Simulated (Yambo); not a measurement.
Quantum ESPRESSO input (LDA, PseudoDojo standard norm-conserving files, scalar-relativistic) whose wavefunctions are converted with p2y:

```
&CONTROL
  calculation = 'nscf'
  pseudo_dir = './pseudo'
  outdir = './out'
/
&SYSTEM
  ibrav = 0
  nat = 5
  ntyp = 3
  ecutwfc = 78.0
  ecutrho = 312.0
  occupations = 'fixed'
  force_symmorphic = .true.
  nbnd = 276
/
&ELECTRONS
  conv_thr = 5e-09
  diago_full_acc = .true.
  diago_thr_init = 1e-08
/
ATOMIC_SPECIES
Cl 35.4500 Cl.upf
Ge 72.6300 Ge.upf
Tl 204.3800 Tl.upf
CELL_PARAMETERS angstrom
  3.794990000000  -3.739885000000   0.000000000000
  3.794990000000   3.739885000000   0.000000000000
 -0.100904000000   0.000000000000   5.320973000000
ATOMIC_POSITIONS crystal
Cl   0.020020000000   0.496960000000   0.523110000000
Cl   0.496960000000   0.020020000000   0.523110000000
Cl   0.503130000000   0.503130000000   0.994390000000
Ge   0.480500000000   0.480500000000   0.532540000000
Tl   0.989090000000   0.989090000000   0.990980000000
K_POINTS automatic
1 1 1 0 0 0
```

Yambo's initialisation report on symmetry, reciprocal space, the k grid and the gaps on this mesh:

```
  [02.02] Symmetries
  ==================

  Inversion symmetry    : yes
  Spatial inversion     : no
  Inversion index       :  3
  K-space Time-reversal : yes
  Magnetic symmetries   : no
  Time-reversal derived K-space symmetries:   3   4
  Group table correct   : yes
  Symmetries units      :  [cc]

  [02.03] Reciprocal space
  ========================

  nG shells         :  23658
  nG charge         :   94881
  nG WFs            :  11841
  nC WFs            :  11841
  G-vecs. in first 80 shells:  [ Number ]
    1   5   7   9  13  15  19  21  23
    27   31   33   37   41   45   49   53   57
    61   63   67   71   75   79   81   83   87
    89   93   95   99  101  105  109  111  115
   119  123  127  131  135  139  143  147  151
   153  157  161  165  169  171  173  175  179
   183  187  191  195  199  203  207  211  215
   219  223  227  231  235  239  243  247  251
   255  257  261  263  267  271  275  279
  ...
  Shell energy in first 80 shells:  [ mHa ]
     0.0000  194.7855  195.2315  383.9431  384.8260  395.1987  395.2079  568.7927  589.5565
   590.4302  779.1418  780.9260  962.6717  963.9914  965.3295  984.7552  985.1829  986.0934
    1142.33      1144.11      1173.48      1175.22      1176.12      1185.61      1185.63      1535.77      1539.30
    1580.79      1580.83      1710.24      1712.45      1751.77      1753.07      1755.73      1757.08      1774.74
    1776.03      1776.49      1930.97      1932.73      1936.30      1963.87      1964.74      1967.44      2105.44
    2109.88      2146.97      2149.59      2152.28      2170.35      2172.17      2275.17      2358.23      2361.72
    2498.44      2502.85      2505.08      2565.14      2565.98      2567.37      2667.72      2670.37      2673.04
    2719.63      2724.90      2726.69      2753.42      2756.02      2757.84      2766.40      2766.43      2766.47
    3116.57      3123.70      3227.46      3230.56      3288.84      3291.03      3297.73      3331.28
  ...

  [02.04] K-grid lattice
  ======================

  Compatible Grid is   : 0D
  K lattice UC volume  :  0.243362 [a.u.]

  IBZ K-points                                      :  1
  BZ  K-points                                      :  1

  K/Q-points units:
  rlu = crystal or reduced units; cc = cartesian coordinates; iku = interal k-units

  K [1]          [rlu]:  0.000000  0.000000  0.000000
         WF components:  11841

  [02.05] Energies & Occupations
  ==============================

  [X] === General ===
  [X] Electronic Temperature                        :  0.000000  0.000000 [eV K]
  [X] Bosonic    Temperature                        :  0.000000  0.000000 [eV K]
  [X] Finite Temperature mode                       : no
  [X] El. density                                   :  0.31780E+24 [cm-3]
  [X] Fermi Level                                   :  1.439329 [eV]

  [X] === Gaps and Widths ===
  [X] Conduction Band Min                           :  6.196467 [eV]
  [X] Valence Band Max                              :  0.000000 [eV]
  [X] Filled Bands                                  :  24
  [X] Empty Bands                                   :   25  276
  [X] Direct Gap                                    :  6.196467 [eV]
  [X] Direct Gap localized at k                     :  1
```
The gaps are LDA values on this mesh alone; only operations without fractional translations are kept.

Spin-orbit coupling is not included.

Geometry of the Materials Project entry, not relaxed at this level.
